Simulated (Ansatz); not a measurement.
CdSiP₂ (chalcopyrite, space group No. 122), the program Ansatz at the LDA level (PAW), all energies at zero smearing, with the estimated change up to a 700 eV cutoff added, with one set of potentials and settings (totals compare only within such a set). Cell of 8 atoms (2 Cd, 2 Si, 4 P): -20358.636 eV.

| element | reference phase | E (eV/atom) |
|---|---|---|
| Cd | P6_3/mmc, 2 atoms in the cell | -8117.8923 |
| Si | Fd-3m, 2 atoms in the cell | -608.6481 |
| P | Cmce, 4 atoms in the cell | -725.9596 |

Formation energy per atom, worked out: (-20358.636 − 2×(-8117.8923) − 2×(-608.6481) − 4×(-725.9596))/8 = -0.215 eV/atom (-21 kJ per mol of atoms), at 0 K, without zero-point energy or fitted corrections.

Space group I-42d (chalcopyrite). The LDA relaxation kept the symmetry of its start. The references are the lowest solids computed at this level, not always the standard phases.

Potentials: the later of the program's two PAW sets.
